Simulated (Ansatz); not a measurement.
The slice is one period of a {110} plane through atoms; its size isn't given.

All values below come from PBEsol (plane waves to 420 eV, PAW, scalar-relativistic; Ansatz, an electronic-structure program). Near the nuclei the fields are pseudised (PAW); where an atom keeps semicore shells as valence, they peak there.

```
|1111222222222222222222222211|
|2222222222111111111122222222|
|3322222211110000001111222222|
|2222221111000000000011112222|
|2222111111000000000011111122|
|1111111100000000000000111111|
|1111110000000000000000001111|
|0000000000111111111100000000|
|0000000011111122111111000000|
|0000001111222222222211110000|
|0000111122333333333322111100|
|0000112233444444444433221100|
|1111223344556677665544332211|
|1122223344668899886644332222|
|2222334444779999997744443322|
|2233334444668899886644443333|
|3333334444556677665544443333|
|2222334444444444444444443322|
|1122333333333333333333333322|
|1111223333332222223333332211|
```
Scale: ten equal steps from -1.74 (start of '0') to 1.53 (end of '9'), in the order '0123456789'. Values: log₁₀ of the valence density in e/Å³. The map has 14 points along u (two characters each, u = 0 at the left) and 20 along v (v = 0 in the bottom row). The scale is logarithmic, as a density can span decades between atoms and voids.

```
|xx -==---==- x|
|  .::.....::. |
|---:.     .:--|
|=--:.     .:--|
|:::.       .::|
|..           .|
|              |
|       .      |
|     .---.    |
|   .:=+*+=:.  |
|   :=*###*=:  |
|  .=*******=. |
| .-+**+=+**+-.|
|.:+**+xxx+**+:|
|:=###=xxx=###=|
|=*%%%*xxx*%%%*|
|-*@@%#+=+#%@@*|
| :@@@%#*#%@@@:|
|xx=@@%###%@@=x|
|xx *##***##* x|
```
Scale: ten equal steps from 0.01 (start of ' ') to 0.92 (end of '@'), in the order ' .:-=+*#%@'. Values: electron localisation function (ELF). The map has 14 points along u (one character each, u = 0 at the left) and 20 along v (v = 0 in the bottom row). Points within 0.5 Å of a nucleus are blanked (x), as the pseudised field means little there.

Q: Which relaxed crystal do these maps come from?
A) HgS (zinc blende)
B) HgTe (zinc blende)
C) AlAs (zinc blende)

A: C, AlAs (zinc blende). Atoms on the slice: As at (0.50, 0.25); Al at (0.00, 0.00)

All were relaxed with their symmetry unable to fall. At this level the bands of HgS touch or barely overlap. At this level the bands of HgTe touch or barely overlap. Spin-orbit coupling is left out.
